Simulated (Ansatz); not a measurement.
This cell of GaAs (zinc blende) is off equilibrium:

```yaml
crystal:
  lattice:
    - [0.00000, 5.66556, 5.66556]
    - [2.83278, 0.00000, 2.83278]
    - [2.83278, 2.83278, 0.00000]
  atoms:
    - { symbol: As, position: [0.34767, 0.76822, 0.76822] }
    - { symbol: As, position: [0.90233, 0.73178, 0.73178] }
    - { symbol: Ga, position: [0.02853, 0.98098, 0.98098] }
    - { symbol: Ga, position: [0.47147, 0.01902, 0.01902] }
```

Level of theory: r2SCAN (plane waves to 500 eV, PAW, scalar-relativistic; Ansatz, a program for electronic structure). k mesh 5×10×10 (Γ-centred), Fermi-Dirac smearing 0.05 eV. Stress and pressure are positive under compression. GaAs was relaxed with its symmetry unable to fall. The PAW data are Ansatz's earlier set.

Question: Predict the force on every atom, in eV/Å.

Answer: 
```json
[
 {"atom": "As1", "Fx": "-3.148", "Fy": "3.148", "Fz": "3.148"},
 {"atom": "As2", "Fx": "0.921", "Fy": "-0.921", "Fz": "-0.921"},
 {"atom": "Ga3", "Fx": "3.092", "Fy": "-3.092", "Fz": "-3.092"},
 {"atom": "Ga4", "Fx": "-0.865", "Fy": "0.865", "Fz": "0.865"}
]
```

Question: Give the stress tensor in GPa and the pressure.

Answer: 
```
    5.0     -4.7     -4.7
   -4.7      5.0      4.7
   -4.7      4.7      5.0
```
The pressure, a third of the trace, is 5.0 GPa.

(A displaced cell: forces are minus the slopes of the energy, force constants its curvatures, and phonons follow from these.)
